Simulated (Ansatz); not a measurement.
## TaV: changing the starting magnetic order

The structure is orthorhombic, space group Cmmm (No. 65). Conventional cell: a = 3.213 Å, b = 4.616 Å, c = 4.341 Å, α = 90.00°, β = 90.00°, γ = 90.00°. Ta (site symmetry mmm) has 4 V at 2.70 Å and 4 Ta at 2.81 Å as nearest neighbours. Around V (site symmetry mmm) lie 4 Ta at 2.70 Å and 4 V at 2.81 Å.

The cell comes from a database or a generator and needn't be the stable form of this composition.

Kept alike: task single point; functional PBE; k mesh 8 × 8 × 3; occupations fermi-dirac, width 0.05 eV. Program: Ansatz, Ansatz PAW, cutoff 420 eV. The mesh is that of the run's cell of 4 atoms. No spin-orbit coupling.

```csv
starting magnetic order,largest site moment (μB),moment of the cell (μB),free energy over the lowest row (meV/atom)
antiferromagnetic,0.00,0.00,0.07
ferrimagnetic,0.16,0.40,0.00
random collinear,0.16,0.40,0.00
```

For a metal such a mesh leaves the last digits unconverged. Moments of the cell are magnitudes, and a label names the start alone. The runs hold the magnetic state that their start led to, which needn't be the lowest. Site moments count inside each atom's sphere or projector.

The largest site moment runs from 0.00 (antiferromagnetic) to 0.16 μB (ferrimagnetic; random collinear). The moment of the cell runs from 0.00 (antiferromagnetic) to 0.40 μB (ferrimagnetic; random collinear). The free energy is lowest at ferrimagnetic; random collinear, and 0.07 meV an atom higher at antiferromagnetic. Starts that end at one energy have found one state: ferrimagnetic; random collinear.
